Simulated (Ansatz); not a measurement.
## Cancellation of cutoff errors in ScIn$_{3}$

Computed with DFT PBEsol, scalar-relativistic, plane waves, PAW in Ansatz 0.2.0.

```
CELL_PARAMETERS angstrom
4.46000 0.00000 0.00000
0.00000 4.46000 0.00000
0.00000 0.00000 4.46000
ATOMIC_POSITIONS crystal
Sc 0.00000 0.00000 0.00000
In 0.00000 0.50000 0.50000
In 0.50000 0.00000 0.50000
In 0.50000 0.50000 0.00000
```

The Γ-centred k-mesh is 10×10×10 and the occupation rule is Gaussian smearing, 0.1 eV. The spin treatment is unpolarised.

A second cell has all atoms moved and the lattice slightly strained:

```yaml
crystal:
  lattice:
    - [4.54632, -0.00211, 0.03231]
    - [-0.00211, 4.54588, 0.00320]
    - [0.03231, 0.00320, 4.45178]
  atoms:
    - { symbol: Sc, position: [0.00215, 0.99197, 0.98769] }
    - { symbol: In, position: [0.98454, 0.46498, 0.47500] }
    - { symbol: In, position: [0.50097, 0.01967, 0.51747] }
    - { symbol: In, position: [0.50989, 0.46384, 0.95160] }
```

It ran on a 6×6×6 mesh, another than the first cell's, which shifts the difference by nearly the same amount at every cutoff. Both were run at several values of the cutoff; energies per atom at zero smearing, errors against the largest value (420 eV), which isn't proved converged itself.

| cutoff | error, first cell (meV) | error, second cell (meV) |
| --- | --- | --- |
| 250 eV | 777.47 | 787.25 |
| 300 eV | 59.83 | 59.26 |
| 350 eV | 2.10 | 2.00 |

At the largest value the second cell lies 80.09 meV/atom above the first. What is the error of that difference at each value, and where does each quantity come within 1 meV/atom?

The error of the difference is the second cell's error less the first's:
| cutoff | difference (meV) | its error (meV) |
| --- | --- | --- |
| 250 eV | 89.87 | 9.77 |
| 300 eV | 79.53 | -0.57 |
| 350 eV | 80.00 | -0.10 |

No value below the largest brings the first cell's total energy within 1 meV/atom, while the difference is there from 300 eV on. Most of the error cancels, by a factor of about 80 in the median. A missing short wave mostly misdescribes the region near each nucleus, which both cells share; what doesn't cancel comes largely from the change of volume and bonding.

1 further run of this set isn't shown.